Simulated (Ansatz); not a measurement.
# MgCr2Ag2O8 — O-17 NMR of the central transition

Cell: a computed structure from the Materials Project (it need not be an observed phase), taken as it stands.

```
Mg Cr Ag O
1.0
     6.52017    0.00000    0.00000
     0.00000    3.18428    4.55297
     0.00000   -3.18428    4.55297
Mg Cr Ag O
1 2 2 8
Cartesian
  0.0000 0.0000 5.9956
  0.0000 0.0000 3.2799
  3.2601 0.0000 5.8432
  4.8129 0.0000 0.0327
  1.7073 0.0000 0.0327
  0.0000 -1.3244 4.3824
  3.2601 -1.3335 4.8788
  1.8129 0.0000 6.7802
  5.1961 0.0000 2.3184
  4.7073 0.0000 6.7802
  1.3241 0.0000 2.3184
  3.2601 1.3335 4.8788
  0.0000 1.3244 4.3824
```

Atoms are numbered from 1 in the order listed; like atoms form one site, named after its first atom.

The numbers come from a DFT calculation in Ansatz (r2SCAN, plane waves and PAW (field gradients read without the response of the frozen cores, which leaves them typically 4 to 6 % off), scalar-relativistic, 500 eV cutoff, Γ-centred 4×5×5 k-points, Fermi–Dirac smearing 0.02 eV).

O-17 has I = 5/2 and Q = -25.58 mb (Pyykkö 2018); at 28.2 T its Larmor frequency is ν₀ = 162.8 MHz. Only the quadrupole interaction is simulated: positions count from each site's isotropic chemical shift, and J coupling is left out, as are shift anisotropy and dipolar coupling, which fast spinning averages.

**Question.** Give C_Q, η, the quadrupolar product P_Q = |C_Q|(1 + η²/3)^½, the second-order isotropic shift and the breadth of the pattern (fast magic-angle spinning) for each O site.

**Answer.** 

| site | first shell | C_Q (MHz) | η | P_Q (MHz) | δ_QIS (ppm) | breadth (kHz) |
| --- | --- | --- | --- | --- | --- | --- |
| O6 | 1 Cr at 1.72 Å, 1 Mg at 2.09 Å, angle 90°; also 2 Ag at 2.53 Å | -2.69 | 0.80 | 2.97 | -1.99 | 0.736 |
| O7 | 1 Cr at 1.65 Å; also 2 Ag at 2.43 Å | 2.77 | 0.93 | 3.14 | -2.24 | 0.808 |
| O8 | 1 Cr at 1.72 Å, 1 Mg at 1.98 Å, angle 124°; also 1 Ag at 2.36 Å | 3.48 | 0.98 | 3.99 | -3.61 | 1.29 |
| O9 | 1 Cr at 1.64 Å; also 1 Ag at 2.32 Å | 1.94 | 0.97 | 2.23 | -1.12 | 0.403 |

δ_QIS = −(ν_Q²/30ν₀²)[I(I+1) − 3/4](1 + η²/3) × 10⁶ ppm with ν_Q = 3|C_Q|/[2I(2I−1)]; it falls as 1/B₀² in ppm, and the breadth as 1/B₀ in kHz.

At this cell the r2SCAN pressure is -6 GPa, so with r2SCAN the cell would shrink if it were relaxed. The entry's cell may itself be off. The largest force is 1.1 eV/Å, so the atoms aren't at the calculated equilibrium and relaxing them would move these values.

The run took 74 s of wall time (73 s of CPU time) and 0.96 GiB at its peak, on 1 thread of Intel Xeon 6975P-C (Granite Rapids) (x86_64; 16 cores open to the job, memory cap 3.0 GiB, no GPU), a shared host with a load of 0.9 a core.
